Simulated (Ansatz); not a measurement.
Step by step: I, 30 steps of 1.5 fs from 800 K

All numbers below come from DFT, LDA, all-electron LAPW, scalar-relativistic (Ansatz 0.2.0).

Command: `ansatz run input.yaml --threads 2 --pin off --max-ram 6144MiB --backend cpu --events-out ev --progress --plain --runs-dir out` The run took 12 min on 2 threads of Arm Neoverse V2, on a shared host, peak memory 0.73 GiB.

```yaml
crystal:
  lattice:
    - [3.635035, -2.39502, 0.0]
    - [3.635035, 2.39502, 0.0]
    - [0.0, 0.0, 9.79344]
  atoms:
    - { symbol: I, position: [0.8507, 0.1493, 0.8844] }
    - { symbol: I, position: [0.3507, 0.6493, 0.6156] }
    - { symbol: I, position: [0.1493, 0.8507, 0.1156] }
    - { symbol: I, position: [0.6493, 0.3507, 0.3844] }
kpoints:
  mp_grid: { grid: [5, 5, 2] }
scf:
  occupations: { method: fermi_dirac, width: 0.08 }
hamiltonian:
  xc: lda
  pseudopotentials: { kind: all_electron, lapw: { basis_error: 0.001 } }
output:
  forces: true
  stress: true
md:
  timestep: 1.5
  n_steps: 30
  ensemble: nve
  temperature: 800
  initial_velocities: maxwell_boltzmann
  seed: 680225
```

No spin–orbit coupling, which matters for the heavy atoms here.

The cell comes from COD entry 9008595, which wasn't checked; take it as a given geometry.

Each frame lists Cartesian positions (Å) and forces (eV/Å). Free energies count from the first step, -773939.7388 eV.

Step 0 (t = 0.0 fs): E = 0.0 meV, T = 800 K, conserved energy 0.0 meV

```
I     3.6350   -1.6799    8.6613     0.000   0.305  -0.652
I     3.6350    0.7152    6.0288     0.000   0.305   0.652
I     3.6350    1.6799    1.1321     0.000  -0.305   0.652
I     3.6350   -0.7152    3.7646     0.000  -0.305  -0.652
```

Step 1 (t = 1.5 fs): E = +0.4 meV, T = 799 K, conserved energy 0.0 meV

```
I     3.6388   -1.6782    8.6600    -0.004   0.296  -0.634
I     3.6330    0.7112    6.0282     0.003   0.321   0.676
I     3.6288    1.6822    1.1336     0.005  -0.294   0.634
I     3.6395   -0.7152    3.7652    -0.004  -0.323  -0.676
```

Step 2 (t = 3.0 fs): E = +0.7 meV, T = 798 K, conserved energy 0.0 meV

```
I     3.6426   -1.6766    8.6585    -0.007   0.286  -0.614
I     3.6310    0.7074    6.0277     0.006   0.335   0.698
I     3.6225    1.6845    1.1351     0.009  -0.283   0.614
I     3.6440   -0.7153    3.7656    -0.008  -0.339  -0.698
```

Step 3 (t = 4.5 fs): E = +0.9 meV, T = 798 K, conserved energy 0.0 meV

```
I     3.6464   -1.6748    8.6569    -0.011   0.276  -0.593
I     3.6289    0.7036    6.0273     0.009   0.349   0.719
I     3.6163    1.6868    1.1367     0.014  -0.270   0.592
I     3.6485   -0.7155    3.7659    -0.012  -0.355  -0.718
```

Step 4 (t = 6.0 fs): E = +0.8 meV, T = 798 K, conserved energy 0.0 meV

```
I     3.6502   -1.6731    8.6552    -0.015   0.264  -0.570
I     3.6269    0.6998    6.0270     0.012   0.361   0.737
I     3.6100    1.6890    1.1385     0.020  -0.256   0.569
I     3.6530   -0.7157    3.7661    -0.016  -0.369  -0.736
```

Step 5 (t = 7.5 fs): E = +0.6 meV, T = 799 K, conserved energy 0.0 meV

```
I     3.6540   -1.6713    8.6535    -0.020   0.251  -0.545
I     3.6249    0.6962    6.0269     0.015   0.372   0.754
I     3.6037    1.6911    1.1403     0.025  -0.242   0.544
I     3.6575   -0.7160    3.7662    -0.020  -0.382  -0.752
```

Step 6 (t = 9.0 fs): E = +0.2 meV, T = 800 K, conserved energy 0.0 meV

```
I     3.6578   -1.6694    8.6516    -0.024   0.238  -0.519
I     3.6229    0.6925    6.0269     0.017   0.382   0.768
I     3.5975    1.6933    1.1423     0.030  -0.226   0.517
I     3.6620   -0.7164    3.7661    -0.023  -0.394  -0.766
```

Step 7 (t = 10.5 fs): E = -0.4 meV, T = 801 K, conserved energy 0.0 meV

```
I     3.6616   -1.6675    8.6497    -0.029   0.224  -0.492
I     3.6208    0.6890    6.0270     0.020   0.390   0.779
I     3.5913    1.6954    1.1443     0.036  -0.210   0.490
I     3.6665   -0.7168    3.7659    -0.027  -0.404  -0.777
```

Step 8 (t = 12.0 fs): E = -1.1 meV, T = 803 K, conserved energy 0.0 meV

```
I     3.6653   -1.6656    8.6476    -0.034   0.209  -0.464
I     3.6188    0.6855    6.0272     0.023   0.396   0.788
I     3.5850    1.6974    1.1464     0.042  -0.193   0.461
I     3.6710   -0.7173    3.7656    -0.031  -0.412  -0.785
```

Step 9 (t = 13.5 fs): E = -2.0 meV, T = 805 K, conserved energy 0.0 meV

```
I     3.6691   -1.6636    8.6455    -0.040   0.194  -0.435
I     3.6168    0.6821    6.0276     0.025   0.401   0.795
I     3.5788    1.6994    1.1486     0.049  -0.176   0.431
I     3.6754   -0.7179    3.7652    -0.034  -0.419  -0.791
```

Step 10 (t = 15.0 fs): E = -3.0 meV, T = 808 K, conserved energy 0.0 meV

```
I     3.6729   -1.6616    8.6433    -0.045   0.178  -0.405
I     3.6148    0.6787    6.0281     0.028   0.404   0.799
I     3.5726    1.7014    1.1509     0.055  -0.158   0.401
I     3.6799   -0.7185    3.7646    -0.038  -0.424  -0.794
```

Step 11 (t = 16.5 fs): E = -4.1 meV, T = 811 K, conserved energy 0.0 meV

```
I     3.6766   -1.6596    8.6410    -0.051   0.163  -0.375
I     3.6128    0.6755    6.0288     0.031   0.405   0.800
I     3.5664    1.7034    1.1532     0.062  -0.140   0.370
I     3.6844   -0.7193    3.7639    -0.042  -0.428  -0.794
```

Step 12 (t = 18.0 fs): E = -5.4 meV, T = 814 K, conserved energy 0.0 meV

```
I     3.6804   -1.6575    8.6387    -0.057   0.147  -0.345
I     3.6108    0.6722    6.0295     0.034   0.404   0.798
I     3.5602    1.7053    1.1556     0.069  -0.121   0.338
I     3.6888   -0.7200    3.7630    -0.046  -0.430  -0.792
```

Step 13 (t = 19.5 fs): E = -6.7 meV, T = 817 K, conserved energy 0.0 meV

```
I     3.6841   -1.6554    8.6363    -0.064   0.131  -0.314
I     3.6088    0.6691    6.0305     0.037   0.402   0.794
I     3.5540    1.7072    1.1581     0.076  -0.102   0.306
I     3.6932   -0.7209    3.7620    -0.050  -0.431  -0.787
```

Step 14 (t = 21.0 fs): E = -8.1 meV, T = 821 K, conserved energy 0.0 meV

```
I     3.6878   -1.6533    8.6339    -0.071   0.115  -0.283
I     3.6068    0.6660    6.0315     0.040   0.399   0.787
I     3.5478    1.7091    1.1606     0.084  -0.084   0.274
I     3.6977   -0.7218    3.7609    -0.054  -0.430  -0.779
```

Step 15 (t = 22.5 fs): E = -9.5 meV, T = 824 K, conserved energy 0.0 meV

```
I     3.6916   -1.6512    8.6314    -0.078   0.099  -0.251
I     3.6048    0.6630    6.0327     0.044   0.393   0.778
I     3.5416    1.7110    1.1631     0.092  -0.065   0.241
I     3.7021   -0.7229    3.7596    -0.058  -0.428  -0.768
```

Step 16 (t = 24.0 fs): E = -10.9 meV, T = 828 K, conserved energy 0.0 meV

```
I     3.6953   -1.6490    8.6289    -0.085   0.083  -0.220
I     3.6029    0.6601    6.0341     0.048   0.387   0.766
I     3.5355    1.7129    1.1657     0.100  -0.046   0.209
I     3.7065   -0.7239    3.7582    -0.063  -0.424  -0.755
```

Step 17 (t = 25.5 fs): E = -12.3 meV, T = 832 K, conserved energy 0.0 meV

```
I     3.6989   -1.6469    8.6263    -0.092   0.068  -0.190
I     3.6009    0.6572    6.0355     0.051   0.378   0.751
I     3.5293    1.7147    1.1684     0.108  -0.027   0.177
I     3.7109   -0.7251    3.7567    -0.067  -0.419  -0.739
```

Step 18 (t = 27.0 fs):

```
I     3.7026   -1.6447    8.6237
I     3.5990    0.6544    6.0371
I     3.5232    1.7166    1.1710
I     3.7153   -0.7263    3.7550
```

Step 19 (t = 28.5 fs): E = -15.0 meV, T = 839 K, conserved energy 0.0 meV

```
I     3.7063   -1.6425    8.6211    -0.108   0.038  -0.129
I     3.5970    0.6517    6.0388     0.060   0.357   0.715
I     3.5171    1.7184    1.1737     0.126   0.010   0.114
I     3.7197   -0.7276    3.7533    -0.077  -0.405  -0.700
```

Step 20 (t = 30.0 fs): E = -16.2 meV, T = 842 K, conserved energy 0.0 meV

```
I     3.7099   -1.6403    8.6184    -0.116   0.024  -0.099
I     3.5951    0.6490    6.0407     0.065   0.345   0.694
I     3.5111    1.7203    1.1764     0.134   0.028   0.083
I     3.7241   -0.7290    3.7514    -0.083  -0.397  -0.677
```

Step 21 (t = 31.5 fs): E = -17.3 meV, T = 845 K, conserved energy 0.0 meV

```
I     3.7135   -1.6381    8.6158    -0.125   0.010  -0.070
I     3.5932    0.6464    6.0426     0.070   0.331   0.671
I     3.5050    1.7222    1.1791     0.143   0.046   0.052
I     3.7284   -0.7304    3.7493    -0.088  -0.387  -0.653
```

Step 22 (t = 33.0 fs): E = -18.2 meV, T = 847 K, conserved energy 0.0 meV

```
I     3.7171   -1.6359    8.6131    -0.133  -0.003  -0.042
I     3.5912    0.6438    6.0447     0.075   0.317   0.645
I     3.4990    1.7240    1.1819     0.153   0.063   0.022
I     3.7328   -0.7319    3.7472    -0.094  -0.377  -0.626
```

Step 23 (t = 34.5 fs): E = -19.0 meV, T = 849 K, conserved energy 0.0 meV

```
I     3.7207   -1.6337    8.6104    -0.142  -0.016  -0.014
I     3.5893    0.6413    6.0469     0.080   0.301   0.619
I     3.4930    1.7259    1.1846     0.162   0.080  -0.007
I     3.7371   -0.7335    3.7450    -0.100  -0.366  -0.598
```

Step 24 (t = 36.0 fs): E = -19.6 meV, T = 850 K, conserved energy 0.0 meV

```
I     3.7242   -1.6315    8.6077    -0.151  -0.028   0.013
I     3.5875    0.6388    6.0492     0.086   0.285   0.590
I     3.4870    1.7278    1.1873     0.171   0.097  -0.035
I     3.7414   -0.7351    3.7427    -0.107  -0.354  -0.568
```

Step 25 (t = 37.5 fs): E = -19.9 meV, T = 851 K, conserved energy 0.0 meV

```
I     3.7278   -1.6294    8.6050    -0.159  -0.039   0.039
I     3.5856    0.6364    6.0515     0.092   0.268   0.561
I     3.4811    1.7297    1.1901     0.181   0.113  -0.063
I     3.7457   -0.7368    3.7402    -0.113  -0.342  -0.536
```

Step 26 (t = 39.0 fs): E = -20.0 meV, T = 851 K, conserved energy 0.0 meV

```
I     3.7313   -1.6272    8.6024    -0.168  -0.050   0.064
I     3.5837    0.6341    6.0540     0.098   0.250   0.530
I     3.4752    1.7317    1.1928     0.190   0.129  -0.090
I     3.7500   -0.7385    3.7377    -0.120  -0.329  -0.504
```

Step 27 (t = 40.5 fs): E = -19.8 meV, T = 851 K, conserved energy 0.0 meV

```
I     3.7347   -1.6250    8.5997    -0.177  -0.060   0.089
I     3.5819    0.6317    6.0566     0.105   0.231   0.498
I     3.4693    1.7336    1.1955     0.200   0.145  -0.116
I     3.7542   -0.7403    3.7351    -0.127  -0.316  -0.470
```

Step 28 (t = 42.0 fs): E = -19.3 meV, T = 850 K, conserved energy 0.0 meV

```
I     3.7382   -1.6228    8.5971    -0.186  -0.069   0.112
I     3.5801    0.6294    6.0593     0.111   0.212   0.465
I     3.4635    1.7356    1.1981     0.209   0.160  -0.141
I     3.7584   -0.7422    3.7324    -0.134  -0.303  -0.436
```

Step 29 (t = 43.5 fs): E = -18.6 meV, T = 848 K, conserved energy 0.0 meV

```
I     3.7416   -1.6207    8.5944    -0.195  -0.077   0.135
I     3.5783    0.6272    6.0620     0.118   0.193   0.432
I     3.4577    1.7376    1.2008     0.219   0.174  -0.166
I     3.7627   -0.7441    3.7297    -0.142  -0.290  -0.401
```

Step 30 (t = 45.0 fs): E = -17.6 meV, T = 845 K, conserved energy 0.0 meV

```
I     3.7449   -1.6186    8.5918    -0.205  -0.085   0.157
I     3.5765    0.6250    6.0648     0.125   0.173   0.398
I     3.4519    1.7396    1.2034     0.229   0.188  -0.189
I     3.7668   -0.7461    3.7268    -0.149  -0.277  -0.366
```

(1) Give the energy and forces of step 18.

(2) What is the mean temperature over the last 16 frames?

Answers

(1) E = -13.7 meV, T = 835 K, conserved energy 0.0 meV
```
I     3.7026   -1.6447    8.6237    -0.100   0.053  -0.159
I     3.5990    0.6544    6.0371     0.056   0.368   0.734
I     3.5232    1.7166    1.1710     0.117  -0.009   0.145
I     3.7153   -0.7263    3.7550    -0.072  -0.413  -0.721
```

(2) 843 K; so short a run of so small a cell isn't equilibrated.
